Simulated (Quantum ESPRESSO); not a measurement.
# Planted mistakes on one cell of TaHf3O7N

The results below are calculated, not measured. They come from pw.x of Quantum ESPRESSO 7.5, a plane-wave density functional program, with PseudoDojo standard norm-conserving files (v0.5 for PBE, v0.4.1 for LDA and PBEsol). The cells are made up: elements, strain and atom displacements were drawn at random, and nothing was relaxed. There is no spin polarisation, spin-orbit coupling or dispersion term.

The hafnium file is less sure than the others, with forces about 3 percent (worst 6) and pressure in oxides about 1.5 GPa (worst 2.7) from a second method in checks, which no rerun with the same files tests.

The cell has 12 sites of a rutile lattice (two cells along c). Sites 1 to 4 hold Ta Hf Hf Hf; sites 5 to 12 hold O O O O O N O O. Cell vectors in Å: (4.924, -0.005, -0.005); (-0.005, 5.010, 0.015); (-0.006, 0.020, 6.727). Settings: PBE, cutoff 1143 eV, 5 x 4 x 3 k mesh shifted by half a step, Fermi-Dirac smearing of 0.025 eV.

The intended run has a self-consistency threshold of 1e-07 eV, a smearing term of 0.000 eV, a pressure of -16.39 GPa and 18 iterations. Each further run changes one thing: all lengths scaled by 0.9823; atoms of sites 10 and 12 exchanged; cutoff 852 eV; files of PBEsol; k mesh 1 x 1 x 1; one electron added; smearing 0.82 eV; threshold 0.1 eV. A coarse mesh keeps the shift, and a charged cell sits in a uniform background.

```
run  change of free energy (eV)  smearing term -TS (eV)  change of P (GPa)  largest change of a force component (eV/Å)  iterations
  A                      14.197                   0.000              -5.68                                       0.129          18
  B                       0.542                   0.000              -4.22                                       0.006          18
  C                       0.074                   0.000              -2.25                                       0.272           7
  D                       0.811                   0.000               1.63                                       0.687          19
  E                      -0.654                   0.000               8.94                                       0.454          17
  F                      -0.304                   0.000               0.01                                       2.831          18
  G                      -2.230                  -6.322               4.87                                       1.783          17
  H                      10.729                  -0.010              15.80                                       1.346          17
```

A rerun of the intended cell at 1437 eV and k mesh 7 x 6 x 5 moved values by no more than 0.004 eV in the cell's energy, 0.04 GPa in stress and 0.003 eV/Å in force.

Question: which change belongs to which run?

## Worked reading

Run C has the fewest iterations, as a run stopped early does. Run G has the largest smearing term, as wide smearing gives. Run E changes the volume by a factor of 0.9478; minus its pressure change over the logarithm of that factor, 167 GPa, is a rough bulk modulus with clamped atoms. Energies from files of another functional, or of a charged cell, have another zero and say nothing on stability; the pressure of a charged cell rests on the program's zero of potential too.

## Key

| run | change |
| --- | --- |
| A | files of PBEsol |
| B | cutoff 852 eV |
| C | threshold 0.1 eV |
| D | k mesh 1 x 1 x 1 |
| E | all lengths scaled by 0.9823 |
| F | atoms of sites 10 and 12 exchanged |
| G | smearing 0.82 eV |
| H | one electron added |